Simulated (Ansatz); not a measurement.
**What settings do to one calculation: I started on an O site next to a Ti vacancy in rutile TiO2, 11 atoms, charge 0**

Ansatz (PAW, plane waves), atoms fixed. The base input:

```yaml
crystal:
  lattice:
    - [4.591414, 0.000000, 0.000000]
    - [0.000000, 4.591414, 0.000000]
    - [0.000000, 0.000000, 5.877742]
  atoms:
    - { symbol: Ti, position: [0.012221, 0.013949, 0.013140] }
    - { symbol: Ti, position: [0.989902, 0.012403, 0.513625], spin: 0.375 }
    - { symbol: Ti, position: [0.542868, 0.479837, 0.740704], spin: 0.375 }
    - { symbol: O, position: [0.318850, 0.304503, 0.000080], spin: 0.375 }
    - { symbol: O, position: [0.690592, 0.675876, 0.976307], spin: 0.375 }
    - { symbol: O, position: [0.676328, 0.694133, 0.497614], spin: 0.375 }
    - { symbol: O, position: [0.207453, 0.823671, 0.231940], spin: 0.375 }
    - { symbol: O, position: [0.224240, 0.793222, 0.749817] }
    - { symbol: O, position: [0.799026, 0.216753, 0.261481], spin: 0.375 }
    - { symbol: O, position: [0.819366, 0.200522, 0.741112] }
    - { symbol: I, position: [0.308398, 0.306336, 0.493945], spin: 0.375 }
kpoints:
  mp_grid: { grid: [2, 2, 2], shift: [0.5, 0.5, 0.5] }
hamiltonian:
  xc: pbesol
magnetization:
  spin_polarized: true
scf:
  occupations: { method: fermi_dirac, width: 0.01 }
output:
  forces: true
  eigenvalues: true
  stress: true
  populations: true
  write_density: true
  write_potential: true
  elf: true
  volumetric_format: npy
```

Command:

```sh
ansatz run in.yaml --threads 8 --pin off --max-ram 13300MiB --runs-dir r --events-out ev --progress --plain
```

It converged in 16 iterations and 4 s of wall time on 8 threads of a Platinum 8375C processor, on a host shared with other runs; peak host memory 0.66 GiB; largest force component 16.72 eV/Å, pressure 37.47 GPa. The cutoff was the default, 420 eV. The base isn't a converged reference: it has few k points, and its atoms are unrelaxed, some of them close together. Each run below changes the keys shown and caps the iterations.

| run | changed | ending | iterations | free energy less the base (meV per atom) | rms change of forces (eV/Å) | change of pressure (GPa) | wall time (s, shared host) |
| --- | --- | --- | --- | --- | --- | --- | --- |
| 1 | xc_grid 1 (2 is the default), max_iter 70 | converged | 16 | 0.0 | 0.000 | 0.00 | 3 CPU |
| 2 | mixing algorithm linear, max_iter 50 | refused | – | – | – | – | – |
| 3 | ecutwfc 300 eV, mixing algorithm anderson, max_iter 80 | converged | 26 | 333.6 | 0.199 | -1.48 | 4.2 CPU |
| 4 | max_iter 90, total_charge -2 | converged | 14 | other zero | 0.817 | -5.95 | 3 CPU |
| 5 | dr2_threshold 0.01, max_iter 80 | converged | 10 | 0.0 | 0.013 | -0.01 | 5.7 CPU |
| 6 | ecutrho_ratio 8, max_iter 80 | converged | 16 | 0.0 | 0.000 | 0.00 | 3.7 CPU |

«Other zero»: another functional, charge or dispersion term moves the zero of energy, so the difference says nothing of accuracy.

Which changes leave the result alone, and which of the same physical model moves the forces most?

The forces move by under 0.002 eV/Å in runs 1, 6. Run 3 (ecutwfc 300 eV, mixing algorithm anderson, max_iter 80) moves them most among the runs with the same functional, charge and dispersion term, by 0.199 eV/Å.

Why did some runs give no result?

- run 2: YAML parse error: error: line 27 column 24: unknown variant `linear`, expected one of auto, anderson, broyden, msr1
